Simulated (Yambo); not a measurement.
G0W0@PBEsol for a free-standing HfS2 monolayer (symmetry P-3m1, slab cell 15.9 Å high) in Yambo. Reference settings: 6×6×1 Γ-centred k mesh, bands 2 to 229 and a 9 Ry block in the screening, 229 bands in G with the Bruneval-Gonze terminator, plasmon pole fitted at 27.2 eV, slab-truncated Coulomb interaction, stochastic integration of W near q = 0. The PBEsol gap Γ → M on this mesh is 1.16 eV; G0W0 gaps are taken between the same points.

The settings were changed. The gap went from 2.81 eV to 4.02 eV, and the shift of the valence edge from -0.94 eV to -1.57 eV.

Problem. Which change was made?
A. 76 bands in G, no terminator
B. 7 Ry block
C. no stochastic integration of W
D. 97 bands in W

Solution. C, no stochastic integration of W. The others gave (gap, valence shift): 97 bands in W: 2.81, -0.80 eV; 76 bands in G, no terminator: 2.82, -0.48 eV; 7 Ry block: 2.77, -0.87 eV.

Spin-orbit coupling is not included.

Geometry relaxed with PBEsol; primitive cell a = 3.6011 Å, b = 3.6011 Å, c = 15.9000 Å, α = 90.00°, β = 90.00°, γ = 120.00°.

A shift is the quasiparticle energy of the state minus its PBEsol energy.
